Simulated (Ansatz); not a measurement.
**Calculated quadrupolar parameters for P**

The cell is a structure deposited in the COD, atoms as given.

```cif
data_P
_symmetry_space_group_name_H-M 'P-1'
_symmetry_Int_Tables_number 2
_cell_length_a 5.5030
_cell_length_b 10.8842
_cell_length_c 11.0238
_cell_angle_alpha 94.682
_cell_angle_beta 99.826
_cell_angle_gamma 100.552
loop_
_atom_site_label
_atom_site_type_symbol
_atom_site_symmetry_multiplicity
_atom_site_Wyckoff_symbol
_atom_site_fract_x
_atom_site_fract_y
_atom_site_fract_z
P1 P 2 i 0.0742 0.0025 0.6780
P3 P 2 i 0.5916 0.1772 0.5292
P5 P 2 i 0.1626 0.0512 0.1894
P7 P 2 i 0.7777 0.3736 0.5550
P9 P 2 i 0.6880 0.3149 0.0264
P11 P 2 i 0.2403 0.0113 0.8719
P13 P 2 i 0.5150 0.3081 0.6716
P15 P 2 i 0.3783 0.3196 0.4775
P17 P 2 i 0.0656 0.3742 0.1353
P19 P 2 i 0.0121 0.1452 0.8135
P21 P 2 i 0.7938 0.4942 0.1424
P23 P 2 i 0.7501 0.3189 0.2261
```

One atom of each set is listed.

Computed with Ansatz: DFT, PBE, plane waves and PAW (field gradients read without the response of the frozen cores, which leaves them typically 4 to 6 % off), scalar-relativistic, 420 eV cutoff, Γ-centred 6×3×3 k-points, Fermi–Dirac smearing 0.05 eV.

V_zz is the principal component of the electric field gradient with the largest magnitude, η = (V_xx − V_yy)/V_zz and C_Q = eQV_zz/h.

```json
{"site": "P1", "atoms": "2", "first shell": "3 P at 2.16–2.18 Å", "V_xx, V_yy, V_zz (10²¹ V/m²)": "-0.056, -0.23, 0.28", "η": "0.61", "C_Q (MHz)": "–"}
{"site": "P3", "atoms": "2", "first shell": "3 P at 2.16–2.18 Å", "V_xx, V_yy, V_zz (10²¹ V/m²)": "0.017, 0.39, -0.41", "η": "0.92", "C_Q (MHz)": "–"}
{"site": "P5", "atoms": "2", "first shell": "3 P at 2.17 Å", "V_xx, V_yy, V_zz (10²¹ V/m²)": "-0.097, -0.21, 0.30", "η": "0.36", "C_Q (MHz)": "–"}
{"site": "P7", "atoms": "2", "first shell": "3 P at 2.16–2.17 Å", "V_xx, V_yy, V_zz (10²¹ V/m²)": "0.12, 0.27, -0.39", "η": "0.39", "C_Q (MHz)": "–"}
{"site": "P9", "atoms": "2", "first shell": "3 P at 2.16–2.17 Å", "V_xx, V_yy, V_zz (10²¹ V/m²)": "0.11, 0.26, -0.36", "η": "0.41", "C_Q (MHz)": "–"}
{"site": "P11", "atoms": "2", "first shell": "3 P at 2.16–2.17 Å", "V_xx, V_yy, V_zz (10²¹ V/m²)": "0.096, 0.34, -0.43", "η": "0.56", "C_Q (MHz)": "–"}
{"site": "P13", "atoms": "2", "first shell": "3 P at 2.16–2.18 Å", "V_xx, V_yy, V_zz (10²¹ V/m²)": "0.20, 0.55, -0.75", "η": "0.47", "C_Q (MHz)": "–"}
{"site": "P15", "atoms": "2", "first shell": "3 P at 2.16–2.17 Å", "V_xx, V_yy, V_zz (10²¹ V/m²)": "0.076, 0.29, -0.36", "η": "0.58", "C_Q (MHz)": "–"}
{"site": "P17", "atoms": "2", "first shell": "3 P at 2.16–2.17 Å", "V_xx, V_yy, V_zz (10²¹ V/m²)": "0.081, 0.29, -0.37", "η": "0.56", "C_Q (MHz)": "–"}
{"site": "P19", "atoms": "2", "first shell": "3 P at 2.16–2.18 Å", "V_xx, V_yy, V_zz (10²¹ V/m²)": "-0.004, -0.39, 0.39", "η": "0.98", "C_Q (MHz)": "–"}
{"site": "P21", "atoms": "2", "first shell": "3 P at 2.17–2.18 Å", "V_xx, V_yy, V_zz (10²¹ V/m²)": "-0.040, -0.27, 0.31", "η": "0.74", "C_Q (MHz)": "–"}
{"site": "P23", "atoms": "2", "first shell": "3 P at 2.16–2.18 Å", "V_xx, V_yy, V_zz (10²¹ V/m²)": "-0.054, -0.25, 0.31", "η": "0.64", "C_Q (MHz)": "–"}
```

The structure holds P–P bonds (2.16 Å). At P9 and P17 V_zz stands upright on the plane through its three neighbours (within 12°) in each case.

P has no stable isotope with a ground-state quadrupole moment in the table, so no C_Q is given.

The largest force is 1.2 eV/Å, so the atoms aren't at the calculated equilibrium and relaxing them would move these values. Where η is near 1 the sign of V_zz means little.
